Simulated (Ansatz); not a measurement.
## BaNi$_{2}$P$_{2}$: do energies and stresses tell the same story?

Computed with Ansatz, DFT PBEsol, scalar-relativistic, plane waves, PAW.

Plane waves to 420 eV, a k mesh through Γ of 12×12×12 on the computed 5-atom cell and Gaussian smearing (0.10 eV); no spin polarisation.

Relaxed cell: I4/mmm, a = 3.858 Å, b = 3.858 Å, c = 11.859 Å, α = 90.00°, β = 90.00°, γ = 90.00°, 5 atoms in the primitive cell. Whether it is the stable form of this composition wasn't checked.

Energies at zero smearing and pressures from the stress tensor, at volumes with shape and atoms relaxed:
```
V (Å³/atom) E − E(first) (meV/atom) P (GPa)
     15.533                     0.00    14.37
     16.062                   -39.90     9.84
     16.592                   -65.89     5.99
     17.121                   -80.12     2.75
     17.651                   -84.49     0.00
     18.180                   -80.52    -2.32
     18.710                   -69.47    -4.28
     19.416                   -45.61    -6.41
```

Question: Check P = −dE/dV between neighbouring volumes, and get the bulk modulus from the pressures alone.

Answer: With 1 eV/Å³ = 160.2 GPa:
| middle V (Å³/atom) | −ΔE/ΔV (GPa) | mean P (GPa) |
| --- | --- | --- |
| 15.797 | 12.072 | 12.105 |
| 16.327 | 7.863 | 7.917 |
| 16.856 | 4.308 | 4.372 |
| 17.386 | 1.322 | 1.374 |
| 17.915 | -1.202 | -1.162 |
| 18.445 | -3.344 | -3.299 |
| 19.063 | -5.415 | -5.343 |

The two differ by 0.07 GPa at most. The mean of two end pressures misses the average over a step by about ΔV² P″/12, up to 0.06 GPa here; with that taken off 0.03 GPa remains. The stress is the derivative of the free energy, not of the energy at zero smearing, and with free energies 0.01 GPa remains. Around V = 17.651 Å³/atom, the two neighbours give B = −V ΔP/ΔV = 17.651 × 5.07 / 1.059 = 84.5 GPa, against B0 = 84.1 GPa from the Birch–Murnaghan fit of the energies.

Spin-orbit coupling is left out, which matters for the bands of heavy elements. Spin polarisation was left out, and a magnetic state may lie lower.

A ferromagnetic start lost its moments in a first run, so spin was left out; other magnetic orders weren't tried.

Cost: 9 runs of about 7.9 core-minutes in all, on AMD EPYC 9R45 (Zen 5) (shared hosts).